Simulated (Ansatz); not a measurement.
BAs in space group P6_222 (No. 180; B on 3d, As on 3c), PBEsol in the plane-wave PAW code Ansatz, all energies at zero smearing, with the estimated change up to a 700 eV cutoff added, with one set of potentials and settings (totals compare only within such a set). Cell of 6 atoms (3 B, 3 As): -14894.830 eV.

```json
[
 {"element": "B", "reference phase": "R-3m, 12 atoms in the cell", "E (eV/atom)": "-152.6698"},
 {"element": "As", "reference phase": "R-3m, 2 atoms in the cell", "E (eV/atom)": "-4813.0241"}
]
```

Formation energy per atom, worked out: (-14894.830 − 3×(-152.6698) − 3×(-4813.0241))/6 = 0.375 eV/atom (36 kJ per mol of atoms), at 0 K, without zero-point energy or fitted corrections.

The start of the workflow was typed in or built on a structure type; neither database checked (COD, Materials Project) lists it. It is not the phase usual at ambient conditions (space group No. 216). The cell was relaxed with PBEsol under the symmetry of its start; of distortions, only those at the zone centre were tested. Its formation energy is positive at this level, so the cell may be metastable or incomplete. The references are the lowest solids computed at this level, not always the standard phases.

Potentials: the later of the program's two PAW sets.
